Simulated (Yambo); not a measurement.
G0W0@LDA for RbHgF3 (cubic perovskite, space group Pm-3m, No. 221) in Yambo. Reference settings: 4×4×4 Γ-centred k mesh, bands 5 to 143 and a 7 Ry block in the screening, 143 bands in G with the Bruneval-Gonze terminator, plasmon pole fitted at 27.2 eV. The LDA gap R → Γ on this mesh is 0.35 eV; G0W0 gaps are taken between the same points.

With and without the terminator, as bands are cut:

| bands in G (in W) | gap, terminator (eV) | gap, none (eV) | valence shift, terminator (eV) | valence shift, none (eV) |
|---|---|---|---|---|
| 41 (41) | 3.359 | 3.258 | -1.122 | -0.779 |
| 60 (60) | 2.898 | 2.721 | -1.003 | -0.609 |
| 84 (84) | 2.627 | 2.428 | -1.003 | -0.622 |
| 112 (112) | 2.504 | 2.294 | -1.021 | -0.663 |
| 143 (143) | 2.457 | 2.276 | -1.056 | -0.754 |

Over this range the gap spans 0.902 eV with the terminator and 0.982 eV without, the valence shift 0.119 eV and 0.170 eV. Neither column has reached its limit for certain.

Spin-orbit coupling is not included.

Geometry of the Materials Project entry, not relaxed at this level; primitive cell a = 4.549 Å, b = 4.549 Å, c = 4.549 Å, α = 90.00°, β = 90.00°, γ = 90.00°.

A shift is the quasiparticle energy of the state minus its LDA energy.
